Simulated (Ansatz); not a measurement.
# GeSbTe3: how the energy converges with the cutoff

GeSbTe3, R3m, a = 4.207 Å, c = 29.614 Å. The structure is a Materials Project entry; whether it is the stable form wasn't checked. Ansatz: PBEsol, PAW, cutoff varied, Γ-centred 12×12×12 mesh on 5 atoms, Gaussian smearing 0.10 eV; no spin polarisation. Single points at one geometry, the cutoff alone changed; ΔE is the energy at zero smearing over the run at 850 eV (runs within 0.3 meV/atom of it are left out). The runs up to 380 eV lie under the cutoff recommended for these PAW datasets.

```tsv
cutoff (eV)	ΔE (meV/atom)
150	56229.18
200	8232.39
250	962.96
300	78.05
350	?
380	2.06
420	1.30
460	0.61
```

Problem. Assume ΔE falls exponentially with the cutoff, fit y = ln ΔE against x, the cutoff in eV, to the other rows, and predict the missing value.

Solution. y = 10.937, 9.016, 6.870, 4.357, 0.723, 0.262, -0.494. Means x = 308.6, y = 4.5244; Σ(Δx)² = 80886, ΣΔxΔy = -3147; the slope is their ratio. y = 16.53 − 0.03891 x, a factor of ten per 59 eV. At 350 eV this gives ΔE = 18.38 meV/atom. The run gave 4.74, a ratio of 3.88. Between neighbouring rows the decay runs from a factor of ten per 41 eV to one per 200 eV, so one exponential is only a rough guide.